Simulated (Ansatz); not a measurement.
An Ansatz (a program for electronic structure) run. Input:

Ansatz 0.2 input:
```yaml
crystal:
  lattice:
    - [-1.62582, 1.62582, 1.62582]
    - [1.62582, -1.62582, 1.62582]
    - [1.62582, 1.62582, -1.62582]
  atoms:
    - { symbol: Ti, position: [0.0, 0.0, 0.0] }
kpoints:
  mp_grid: { grid: [18, 18, 18] }
hamiltonian:
  xc: r2scan
  pseudopotentials: { kind: paw }
scf:
  occupations: { method: gaussian, width: 0.1 }
checkpoint: { read: metal.run }
output: { write_density: true, elf: true, volumetric_format: npy }
basis: { fft_grid_basis: typed }
```

Output (shortened):

```
Pseudopotential: Ti, paw, valence charge 12
Functional definition: r2SCAN
Crystal: 1 atoms, lattice volume = 17.190 Å³
Basis set: ecut = 500 eV, 429 PW (Γ), exchange–correlation on 96×96×96 points (64 copies of the dense FFT grid, shifted against one another)
Bands: 14, of which v1, the nominal top of the filled ones, is band 6 counted from 1 (5 counted from 0)
Symmetry: 48 space group operations
Space group: Im-3m (ITA 229), of the structure as read, at distance tolerance 2.6e-5 Å
k-points: 195 of 5832
Stability of the state it starts from, as read at its close in the unpolarized treatment …
iter 1 solved again at ethr=5.82e-8 eV; its pass at ethr=3.10e-3 eV (dr2=6.98e-6 eV) is discarded
SCF iter   1: F=—  HF=-2504.239444 eV  |F-HF|=—  |Δ(HF+E_count)|=         —  Δρ=2.78e-7  dr2=8.98e-12  dr2_τ=3.89e-13  ethr=5.82e-8  ⟨swp⟩=2.0  Hψ=18277  notcnv=0
preconditioner: auto → none
SCF iter   2: F=-2504.239444 eV  HF=-2504.239444 eV  |F-HF|=1.82e-12  |Δ(HF+E_count)|=   2.23e-9  Δρ=8.84e-8  dr2=6.01e-13  dr2_τ=7.91e-14  ethr=1.00e-12  ⟨swp⟩=4.6  Hψ=9212  notcnv=0
SCF 1 converged in 2 iterations: F = -2504.239444 eV  dr2 = 6.01e-13
SCF converged after 2 iterations
Free energy (F): -2504.239444 eV
Harris-Foulkes:  -2504.239444 eV  (|F-HF|=1.82e-12)
Internal energy: -2504.229588 eV  (E = F + TS)
E sigma→0 (E₀):  -2504.234516 eV
Entropy (-TS):   -0.009855 eV (-9.855 meV/atom)
Fermi energy:    13.297237 eV
--- Per-component energies (eV) ---
  E_band       = -168.083012
  E_kinetic    = 272.804957
  E_local      = -804.077280  (includes V_loc(G=0)·N_el)
  E_nonlocal   = 7.595134
  E_hartree    = 329.774664
  E_xc         = -92.824633
  E_vxc        = -132.715675  (∫ρ·V_xc dr)
  E_paw        = -1056.891722  (= ΣΔE_a)
  E_vpaw       = -180.391055  (= ΣTr[D̂ρ^β])
  E_aug_tail   = 0.000090  (compensation charges beyond the density's cutoff)
  E_vtau       = 9.151471  (kinetic-family band-sum trace: ∫τ·v_τ [+ j·A + Jᵃ·Aᵃ] dr)
  E_ewald      = -1160.357342
  E_core_change = -0.253457  (= ΣΔE_core)
  E_smearing   = -0.009855  (= −TS)
  E_closure    = 0.000000  (closes the sum)
  Σ components = -2504.239444   (vs F -2504.239444, Δ=0.00e0)
  [band-id]    e_kinetic+e_local+e_nonlocal+2·e_hartree+e_vxc+e_vpaw+e_augmentation_tail+e_vtau = -168.083029   (vs E_band -168.083012, Δ=-1.77e-5)
--- Band table (eV; the first three rows and the last of 195) ---
  k-point 0: bands = ["-45.6134", "-20.3945", "-20.3945", "-20.3945", "6.9069", "14.4428", "14.4428", "14.4428", "16.2456", "16.2456", "31.4702", "31.4702", "31.4702", "37.7663"]
  k-point 1: bands = ["-45.6092", "-20.4171", "-20.4013", "-20.3946", "7.0188", "14.3903", "14.4271", "14.5226", "16.1833", "16.2484", "31.2857", "31.4583", "31.5733", "37.3654"]
  k-point 2: bands = ["-45.5969", "-20.4819", "-20.4208", "-20.3951", "7.3466", "14.2422", "14.3588", "14.7573", "16.0420", "16.2591", "30.7207", "31.3343", "31.8618", "36.7515"]
  k-point 194: bands = ["-45.3732", "-20.8799", "-20.8799", "-20.8799", "10.9949", "10.9949", "17.4615", "17.4615", "17.4615", "22.1582", "22.1582", "22.1582", "28.6048", "28.6048"]
```

Cost: about 6 core-seconds (a rough figure) on shared cores.

This is a known high-temperature phase of the composition, computed here at zero pressure and temperature. The r²SCAN relaxation kept the symmetry of its start. At this level the phase is mechanically unstable. The run is not spin-polarised.

Potentials: the later of the program's two PAW sets.

Ansatz is a plane-wave DFT program.
